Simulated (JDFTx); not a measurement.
System: Cu(110) (Fm-3m bulk; lattice of mp-30, not re-optimised at this level), 1x1 cell of 8 atoms in 8 planes, area 9.05 Å² a face, 8.8 Å between the outermost planes in a cell 24.9 Å high; k mesh 8×6×1, Fermi width 0.01 Ha, no spin polarisation.

Level of theory: PBE, GBRV ultrasoft potentials, plane waves to 20/100 Ha; code: JDFTx (a modified build). Liquid on both sides: CANDLE, water, 2 M NaF; nuclei fixed. 

Charging data:

| U − U_pzc (V) | σ (μC/cm²) |
|---|---|
| 0.00 | 0.00 |
| 0.30 | 4.31 |
| 0.60 | 8.92 |

Working it through: a check of Lippmann's equation. The grand free energy per area against the neutral slab, Δγ = [F(N) − F(N₀) − μ(N − N₀)]/2A, is taken from the total energies of the same runs.

```
U − U_pzc (V)  Δγ (mJ/m²)
-------------  ----------
0.00                  0.0
0.30                 -6.4
0.60                -26.2
```

Δγ is largest at zero charge and falls away from it, as dγ/dU = −σ demands. At 0.60 V the computed -26.2 mJ/m² stands beside -26.7 mJ/m² from the constant-capacitance formula.
